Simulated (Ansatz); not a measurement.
## What DFT gives for RbBiCO5

```xyz
16
Lattice="2.5708 4.4527 0.0000 -2.5708 4.4527 0.0000 0.0000 0.0000 10.5041" Properties=species:S:1:pos:R:3 pbc="T T T"
Rb    0.0000    0.0000    0.0000
Rb    0.0000    0.0000    5.2520
O    -0.0003    2.9686    4.5693
O    -0.0003    5.9368    9.8213
O    -0.0003    2.9686    0.6828
O     0.0000    5.9373    5.9348
Bi   -0.0003    2.9686    2.6260
Bi   -0.0003    5.9368    7.8781
O     0.0000    7.2224    2.6260
O    -1.1132    3.6112    7.8781
O    -1.1132    5.2943    2.6260
O     0.0000    1.6831    7.8781
O     1.1132    5.2943    2.6260
O     1.1132    3.6112    7.8781
C     0.0003    5.9368    2.6260
C     0.0003    2.9686    7.8781
```

Level: r2SCAN, no spin polarisation; 500 eV; 6×6×3 Γ-centred mesh; fermi-dirac occupations (width 0.0993 eV); Ansatz 0.2.0, fixed geometry.

**Question.** Which orbitals make up the band edges?

**Answer.** Within 0.7 eV of the edges, the states project mainly on O p (97 %) below the gap and on O p (72 %) and Bi s (20 %) above it.

**Question.** Is the cell too large or too small?

**Answer.** The pressure is -3.0 GPa (compression positive), so with the atoms held at these fractions the cell would first shrink; the forces are large, so a full relaxation may end otherwise. The principal stresses -4.3, -2.3, -2.3 GPa differ, so its shape would change too.

**Question.** Is it stable against the elements?

**Answer.** -1.24 eV an atom against the elements' usual phases (free molecules for gases, crystals otherwise, with no correction for O₂ or N₂), so it is bound against them; other compounds may still compete. Relaxing would lower it.

**Question.** Metal or insulator? Give the gap.

**Answer.** The gap on the k mesh is 1.67 eV; the mesh may miss the band edges, so the true gap of this level can be smaller.

**Question.** Where is the largest force?

**Answer.** The largest is on O3 (and as large on other atoms): 1.09 eV/Å, components (0.00, 0.00, -1.09). It makes 0° with the line to a nearest neighbour, Bi7 at 1.94 Å, pointing towards it.

Origin: a known structure type with other elements, at an estimated volume, so it need not be a known compound. Caveats: an odd or shifted mesh can miss the band edges, so this level's true gap may be smaller; no spin-orbit coupling, which can shift this gap by tenths of an eV.
